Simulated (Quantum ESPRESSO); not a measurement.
Simulation results for TiGa$_{3}$MoPd$_{3}$ (simulated cell)

Computed with Quantum ESPRESSO 7.5. Calculation on a made-up metal alloy cell, not a measurement: no spin or spin-orbit, unrelaxed, 2900 K smearing, stress positive in tension, cell energy less fitted offsets; periodic Kohn-Sham density functional theory in plane waves with PseudoDojo standard norm-conserving scalar-relativistic pseudopotentials, each functional with its own files (v0.5 for PBE, v0.4.1 for LDA and PBEsol), eight atoms on drawn sites of a strained close-packed or body-centred lattice, each displaced and held fixed; the energy is the cell's free energy, ions and the entropy term -TS included, at the stated Fermi-Dirac width, less a fixed offset for each atom's element (shifted free energy); compositions with an open d shell lost a parallel starting moment in a cheaper test run, and other magnetic orders were not tried; an error bar is the largest change of its kind in a tighter rerun, never given below 0.002 eV, 0.02 GPa or 0.003 eV/angstrom, and covers cutoff and k-mesh only, not smearing or the files.

### TiGa$_{3}$MoPd$_{3}$ (simulated cell)

```
TiGa3MoPd3
1.0
      0.0000     4.1409     4.1409
      4.1409     0.0000     4.1409
      4.1409     4.1409     0.0000
Ga Ti Pd Mo
3 1 3 1
Direct
  0.00367 -0.04185 0.02048
  0.01402 -0.00569 0.52050
  0.01625 0.53445 -0.00698
  0.00249 0.50788 0.47400
  0.49824 0.01438 -0.01619
  0.50223 -0.00640 0.49900
  0.46460 0.54354 0.02419
  0.51846 0.48021 0.47767
```

* lattice type: face-centred cubic
* functional: pbe
* cutoff: 1143 eV
* fermi dirac smearing: 0.25 eV
* electrons removed: 0
* run command: mpirun -np 4 pw.x -nk 4 -in in
* run processor: AMD EPYC, Zen 5, virtual cores
* k mesh: 5 x 5 x 5 shifted half a step off Gamma on each axis
* stress xx: ?
* stress yz: ?
* pressure: ?

Atoms:
```csv
atoms element,atom site,atom energy offset (eV)
Ga,1,-2081.03
Ga,2,-2081.03
Ga,3,-2081.03
Ti,4,-1615.4
Pd,5,-3687.45
Pd,6,-3687.45
Pd,7,-3687.45
Mo,8,-1911.95
```

Notes: a spin test at this wide smearing found no moment, but such smearing suppresses magnetism that the real alloy may have; lattice, volume and sites are drawn at random and may be unstable or far from any real phase; energies are for the whole cell, less offsets fitted to these runs, so they are not formation energies; error bars: energy 0.0033 eV, stress 0.02 GPa, force 0.003 eV/Å, from a tighter rerun of a related cell, whose elements or sites may differ; 19 SCF iterations, 311 s of wall time on a shared machine.

## Withheld values
1. What stress xx does the calculation give for TiGa$_{3}$MoPd$_{3}$ (simulated cell)?
2. Give the missing stress yz for TiGa$_{3}$MoPd$_{3}$ (simulated cell).
3. What pressure does the calculation give for TiGa$_{3}$MoPd$_{3}$ (simulated cell)?

## Answers
1. 10.52 GPa
2. 3.9 GPa
3. -10.27 GPa

Further results for TiGa$_{3}$MoPd$_{3}$ (simulated cell):

- entropy term negative ts: -1.412 eV
- stress yy: 9.97 GPa
- stress zz: 10.32 GPa
- stress xz: -3.35 GPa
- stress xy: -2.96 GPa
- shifted free energy: 0.48 eV

Forces:
```csv
site,x (eV/Å),y (eV/Å),z (eV/Å)
1,1.24,-0.64,1.229
2,-0.432,-0.446,0.116
3,-1.363,-0.257,-1.085
4,0.755,0.879,-0.977
5,0.414,0.011,0.293
6,-0.077,-0.112,0.226
7,-1.267,0.174,-0.028
8,0.729,0.39,0.226
```
